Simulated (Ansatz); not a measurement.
Pd (hcp): energy against volume

Theory: DFT, BLYP, plane waves (420 eV) with PAW, scalar-relativistic in Ansatz. The PAW files were generated under PBE, with cores re-solved for the functional.

The cell is scaled uniformly from the relaxed one, with fractional coordinates and shape fixed. Energies are extrapolated to zero smearing, pressures are those at the given smearing. Magnetic state: spin not included.

A Birch-Murnaghan fit gives V₀ = 16.42 Å³/atom, B₀ = 132 GPa, B₀′ = 5.6.

What are the energy above the minimum and the pressure at 15.140 Å³/atom?

49.0 meV/atom and 13.76 GPa as computed.

What are the energy above the minimum and the pressure at 15.798 Å³/atom?

10.4 meV/atom and 5.96 GPa as computed.

What are the energy above the minimum and the pressure at 17.773 Å³/atom?

38.8 meV/atom and -8.13 GPa as computed.
